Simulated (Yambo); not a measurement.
**Convergence of the G0W0 gap of BeSe**

G0W0@PBEsol for BeSe (zinc blende, space group F-43m, No. 216) in Yambo. Reference settings: 6×6×6 Γ-centred k mesh, bands 13 to 132 and a 8 Ry block in the screening, 132 bands in G with the Bruneval-Gonze terminator, plasmon pole fitted at 27.2 eV. The PBEsol gap Γ → X on this mesh is 2.33 eV; G0W0 gaps are taken between the same points.

```json
[
 {"change from the reference": "reference settings", "G0W0 gap Γ → X (eV)": "4.22", "shift of the valence edge (eV)": "-1.46"},
 {"change from the reference": "50 bands in G", "G0W0 gap Γ → X (eV)": "4.22", "shift of the valence edge (eV)": "-1.40"},
 {"change from the reference": "64 bands in W", "G0W0 gap Γ → X (eV)": "4.22", "shift of the valence edge (eV)": "-1.32"},
 {"change from the reference": "3 Ry block", "G0W0 gap Γ → X (eV)": "3.97", "shift of the valence edge (eV)": "-1.20"},
 {"change from the reference": "7 Ry block", "G0W0 gap Γ → X (eV)": "4.18", "shift of the valence edge (eV)": "-1.42"},
 {"change from the reference": "50 bands in G, no terminator", "G0W0 gap Γ → X (eV)": "4.07", "shift of the valence edge (eV)": "-0.91"}
]
```

The reference isn't shown to be the converged limit.

The standard potential for Se keeps a d shell in the valence without the s and p states of that shell. In tests on such compounds this moved G0W0 gaps by up to about 0.9 eV, so absolute quasiparticle energies here are unreliable; differences between settings are what counts.

Spin-orbit coupling is included.

Geometry relaxed with PBEsol; primitive cell a = 3.6276 Å, b = 3.6276 Å, c = 3.6276 Å, α = 60.00°, β = 60.00°, γ = 60.00°.

A shift is the quasiparticle energy of the state minus its PBEsol energy.
